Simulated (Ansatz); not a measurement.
# Rocksalt alloy of MgO and ZnO (28 of 32 Mg sites exchanged), 64 atoms

Ansatz, PAW, plane waves. PBEsol relaxation of volume and atoms (shape held) at the single k point (¼, ¼, ¼) without its symmetry partners; single points on the relaxed atoms at the Γ point alone, onto which points of the small cell's zone fold. Arrangement: random. No spin–orbit coupling unless named.

Relaxed structure:

```
CELL_PARAMETERS angstrom
8.51807 0.00000 0.00000
0.00000 8.51807 0.00000
0.00000 0.00000 8.51807
ATOMIC_POSITIONS crystal
O 0.24942 0.99984 0.99835
O 0.24984 0.00023 0.50227
O 0.24990 0.49992 0.00006
O 0.24799 0.49958 0.50033
O 0.74999 0.00009 0.00015
O 0.75002 0.00156 0.50059
O 0.74996 0.49954 0.99997
O 0.75198 0.49780 0.50058
O 0.99964 0.25027 0.00051
O 0.99785 0.25187 0.50017
O 0.99966 0.74961 0.00055
O 0.99955 0.74821 0.49995
O 0.49987 0.24988 0.00051
O 0.50156 0.25019 0.50020
O 0.50007 0.74989 0.00223
O 0.50010 0.74943 0.49836
O 0.00015 0.99991 0.25031
O 0.00167 0.99984 0.75046
O 0.99996 0.50025 0.25190
O 0.00009 0.49996 0.74862
O 0.49945 0.99792 0.25011
O 0.49782 0.99933 0.75022
O 0.50013 0.50181 0.25033
O 0.49958 0.50016 0.75033
O 0.25013 0.24987 0.25001
O 0.24981 0.24799 0.75034
O 0.25176 0.75011 0.25045
O 0.24999 0.75176 0.75029
O 0.74952 0.24956 0.25198
O 0.74934 0.24931 0.74867
O 0.74800 0.75009 0.25008
O 0.74982 0.74993 0.75039
Zn 0.99965 0.99995 0.00034
Zn 0.99981 0.99984 0.50038
Zn 0.99990 0.49982 0.00026
Zn 0.49988 0.99984 0.00032
Zn 0.49976 0.99974 0.50025
Zn 0.49996 0.49979 0.00030
Zn 0.49988 0.49984 0.50030
Zn 0.24974 0.24990 0.00026
Zn 0.24983 0.24988 0.50020
Zn 0.24977 0.74989 0.00026
Zn 0.24995 0.74991 0.50035
Zn 0.74977 0.24981 0.00044
Zn 0.74987 0.74973 0.00031
Zn 0.74983 0.74971 0.50040
Zn 0.24972 0.99989 0.25022
Zn 0.24992 0.49987 0.25011
Zn 0.24991 0.49978 0.75031
Zn 0.74991 0.99967 0.25020
Zn 0.74972 0.99967 0.75040
Zn 0.75001 0.49988 0.25022
Zn 0.74975 0.49971 0.75030
Zn 0.99982 0.24994 0.25029
Zn 0.99965 0.24998 0.75038
Zn 0.99985 0.75003 0.25016
Zn 0.99978 0.74987 0.75037
Zn 0.49979 0.24986 0.25023
Zn 0.49977 0.24981 0.75043
Zn 0.49987 0.74970 0.75043
Mg 0.00023 0.50024 0.50028
Mg 0.74943 0.24942 0.50030
Mg 0.24981 0.99987 0.75039
Mg 0.49986 0.74985 0.25023
```

Task: What are the mean bond lengths by pair (pairs within 1.2 times the sum of covalent radii, less contacts 15 % beyond the pair's median; cation–cation pairs of compounds aside; long ionic contacts are cut short by that bound)?

Result: Mg–O 2.114 ± 0.002 Å (standard deviation, 24 bonds); O–Zn 2.132 ± 0.006 Å (standard deviation, 168 bonds).

Task: What gap lies between the top filled and the lowest empty level in the single points?

Result: HSE06 3.06 eV (4.3 min on 7 threads of Neoverse-V2); r²SCAN 1.87 eV (21 s on 7 threads of Neoverse-V2).
